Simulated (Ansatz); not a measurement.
**Field gradients of HfSiO4 from run to run**

Cell of run 1: a structure deposited in the COD.

Space group I4_1/amd:1 (No. 141); a = 6.5725, c = 5.9632 Å.

| site | Wyckoff | site symmetry | x | y | z |
| --- | --- | --- | --- | --- | --- |
| Hf | 4a | -4m2 | 0.0000 | 0.5000 | 0.2500 |
| Si | 4b | -4m2 | 0.5000 | 0.0000 | 0.2500 |
| O | 16h | .m. | 0.5000 | 0.3155 | 0.8198 |

One atom of each set is listed; the run and its k-mesh use a cell of 12 atoms with edges of 5.52, 5.52, 5.52 Å.

Relaxed positions (PBE, cell held):

Hf (0.0000, 0.5000, 0.2500)
Si (0.5000, 0.0000, 0.2500)
O (0.5000, 0.3147, 0.8193)

All runs are DFT with Ansatz 0.2.0 (plane waves and PAW, scalar-relativistic unless spin–orbit coupling is named, Γ-centred meshes, Fermi–Dirac smearing where given) in this cell.

Run 1: PBE, atoms as given; 420 eV, 5×5×5 k-points, smearing 0.02 eV.
Run 2: PBE, atoms relaxed; 420 eV, 5×5×5 k-points, smearing 0.02 eV.
Run 3: r2SCAN, at the relaxed atoms; 500 eV, 5×5×5 k-points, smearing 0.02 eV.

```csv
run,Hf V_zz (η),Si V_zz (η),O V_zz (η)
1,13.07 (0.00),-2.11 (0.00),4.69 (0.87)
```

The results of the other runs, out of order. V_zz in 10²¹ V/m².

```json
{"result": "A", "Hf V_zz (η)": "14.86 (0.00)", "Si V_zz (η)": "-2.12 (0.00)", "O V_zz (η)": "4.75 (0.83)"}
{"result": "B", "Hf V_zz (η)": "14.30 (0.00)", "Si V_zz (η)": "-2.06 (0.00)", "O V_zz (η)": "4.79 (0.86)"}
```

**Question.** Which result belongs to which run?

**Answer.** A is run 3, B is run 2. Taken one at a time, the positions of the atoms (as given or relaxed) move the tensors on these sites by up to 1.22 (largest principal value of the change, on Hf), the functional (r2SCAN with its higher cutoff) by 0.56 (Hf).

Without spin–orbit coupling the gradients at and beside Hf can be off by some per cent, at some sites by more. In runs 1, 3 the atoms aren't at the calculated equilibrium (largest force 0.34, 0.28 eV/Å). The cell isn't the equilibrium one in runs 1, 2 (calculated pressure 7, 7 GPa), and the entry's cell may itself be off.
